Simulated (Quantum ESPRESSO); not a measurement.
Al4O4FN, convergence and cost over cutoff and k mesh

Simulated, not a measurement. The program is pw.x of Quantum ESPRESSO 7.5 (plane-wave density functional theory). The cell is made up: 10 atoms on a corundum lattice, with randomly drawn elements, strain and displacements, not relaxed. PseudoDojo standard norm-conserving files (v0.5 for PBE, v0.4.1 for LDA and PBEsol) set the functional; there is no spin polarisation, spin-orbit coupling or dispersion term, and the masses in the input are unused placeholders.

Input of the run in row 4:

```
&control calculation='scf', pseudo_dir='./dojo.nc.sr.pbe.v0_5.standard.upf', outdir='./o', disk_io='medium', tprnfor=.true., tstress=.true. /
&system ibrav=0, nat=10, ntyp=4, nbnd=30, ecutwfc=84.00895049, nosym=.true., tot_charge=0,
 occupations='smearing', smearing='fd', degauss=0.0018374661
/
&electrons conv_thr=7.350e-09, electron_maxstep=60, /
ATOMIC_SPECIES
Al 1.0 Al.upf
F 1.0 F.upf
N 1.0 N.upf
O 1.0 O.upf
CELL_PARAMETERS angstrom
2.405 1.4168 4.3193
-2.5487 1.4177 4.398
-0.0711 -2.8525 4.3644
ATOMIC_POSITIONS angstrom
Al -0.0611 -0.1146 4.7096
Al -0.0791 -0.0553 1.8993
Al -0.0571 0.0265 8.539
Al -0.1684 0.0465 11.175
O -1.003 1.3073 7.7498
F -0.89 -1.6513 7.6319
O 1.5892 0.1685 7.5856
O 0.809 -1.4902 5.5496
O 0.7036 1.4446 5.3949
N -1.6791 -0.1125 5.4681
K_POINTS automatic
5 5 5 1 1 1
```

The same cell was run at these settings. Meshes are shifted by half a step, and differences are from the last row, which is itself not exact.

| cutoff (eV) | k mesh | k points solved | threshold (eV) | free energy less the last row's (eV) | pressure (GPa) | largest stress difference (GPa) | largest force difference (eV/Å) | iterations | wall time (s) | k-point pools | processor |
| --- | --- | --- | --- | --- | --- | --- | --- | --- | --- | --- | --- |
| 800 | 2 x 2 x 2 | 4 | 1e-04 | 0.924 | -12.28 | 11.57 | 0.049 | 8 | 18 | 1 | AMD EPYC, Zen 5 class |
| 1143 | 1 x 1 x 1 | 1 | 1e-07 | -1.798 | -4.61 | 4.64 | 0.452 | 13 | 21 | 1 | AMD EPYC, Zen 5 class |
| 818 | 5 x 5 x 5 | 63 | 1e-07 | 0.716 | -10.29 | 9.45 | 0.016 | 13 | 225 | 1 | AMD EPYC, Zen 5 class |
| 1143 | 5 x 5 x 5 | 63 | 1e-07 | 0.003 | -0.96 | 0.01 | 0.000 | 13 | 326 | 1 | AMD EPYC, Zen 5 class |
| 1437 | 7 x 7 x 7 | 172 | 1e-07 | 0.000 | -0.95 | 0.00 | 0.000 | 13 | 336 | 4 | AMD EPYC, Zen 5 class |

Each pool is one process. Wall times include start-up and a band step at six k points, which weighs most on the coarsest meshes. The runs were on shared virtual cores whose load varied, so times are rough.